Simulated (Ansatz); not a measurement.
# Is this MgS structure stable?

It was reached by relaxing an invented guess, and it needn't be the stable form of this composition.

Theory: DFT PBE+D3(BJ), scalar-relativistic, plane waves, PAW (Ansatz). Settings of the last relaxation (4-atom cell): 420 eV, 6×6×1 k points, Gaussian smearing of 0.02 eV, no spin polarisation.

This is a two-dimensional sheet: the third axis spans vacuum and isn't periodic.

```
Mg S
1.0
     3.55779    0.00000    0.00000
     0.00000    3.55779    0.00000
     0.00000    0.00000   31.36000
Mg S
2 2
Direct
  0.00000 0.00000 0.25149
  0.50000 0.50000 0.32249
  0.50000 0.50000 0.24116
  0.00000 0.00000 0.33282
```

Formation energies are uncorrected and refer to the elements' standard structures at the same level.

Question: These tests were run: energy against the elements; random kick, then relaxation without symmetry; phonons on a 3×3×1 q mesh. What do they show?

Answer:

```tsv
test	result
energy against the elements	−1.299 eV/atom
random kick, then relaxation without symmetry	returns
phonons on a 3×3×1 q mesh	no imaginary mode on the mesh
```

It fails none of these tests. Whether a mixture of other phases lies lower isn't tested here.

The kick test ran on a coarse mesh. The run for the phonons used a 6×6×1 k mesh.
